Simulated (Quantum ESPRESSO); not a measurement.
# Strain and stress in Mg2CaZnO4

These are calculations, not measurements. They come from pw.x of Quantum ESPRESSO 7.5, a plane-wave density functional program, with PseudoDojo standard norm-conserving files (v0.5 for PBE, v0.4.1 for LDA and PBEsol). The cells are made up: elements, strain and atom displacements were drawn at random, and nothing was relaxed. There is no spin polarisation, spin-orbit coupling or dispersion term.

The cell has 8 sites of a rocksalt lattice. Sites 1 to 4 hold Mg Ca Zn Mg; sites 5 to 8 hold O O O O. Cell vectors in Å: (4.554, -0.016, 0.036); (-0.016, 4.538, 0.033); (0.036, 0.033, 4.554). Settings: PBE, cutoff 1143 eV, 4 x 4 x 4 k mesh shifted by half a step, Fermi-Dirac smearing of 0.025 eV.

Each run adds a shear xy (given as the tensor component) to one cell, with the atoms carried along; the vectors above are those of run 5. Stress is positive in tension and P is minus a third of its trace. E is the free energy for each atom above the lowest run shown.

| run | strain (%) | s_xx (GPa) | s_yy (GPa) | s_zz (GPa) | s_xy (GPa) | P (GPa) | E (meV/atom) |
| --- | --- | --- | --- | --- | --- | --- | --- |
| 1 | -1.62 | 7.41 | 6.94 | 7.41 | -4.34 | -7.25 | 6.98 |
| 2 | -1.18 | 7.45 | 6.97 | 7.35 | -3.50 | -7.26 | 4.52 |
| 3 | -0.64 | 7.49 | 6.99 | 7.30 | -2.46 | -7.26 | 2.20 |
| 4 | -0.41 | 7.49 | 7.00 | 7.28 | -2.03 | -7.26 | 1.46 |
| 5 | 0.36 | 7.51 | 7.00 | 7.24 | -0.56 | -7.25 | 0.00 |
| 7 | 2.45 | 7.38 | 6.84 | 7.29 | 3.42 | -7.17 | 4.07 |
| 6 | 2.04 | ? | ? | ? | ? | ? | ? |

A rerun of one of these cells at 1437 eV and k mesh 6 x 6 x 6 moved values by no more than 0.002 eV in the cell's energy, 0.04 GPa in stress and 0.003 eV/Å in force.

## Worked fit

A parabola through the six runs shown gives s_xy = -1.24 + 1.91 e - 0.002 e² GPa, with e in per cent and a scatter of 0.01 GPa. The slope is a stiffness of 191 ± 1 GPa for each unit of this strain at e = 0, twice a shear constant under the stress shown, since the tensor component is half the shear angle. The atoms are clamped, and relaxing them would in general lower it. The error is the larger of the fit's own and the change that a cubic makes, rounded up.

## Withheld run

Question: what s_xy should run 6 give?

The fit gives 2.65 GPa. The calculation gave 2.64 GPa.

```
run,strain (%),s_xx (GPa),s_yy (GPa),s_zz (GPa),s_xy (GPa),P (GPa),E (meV/atom)
6,2.04,7.42,6.89,7.26,2.64,-7.19,2.33
```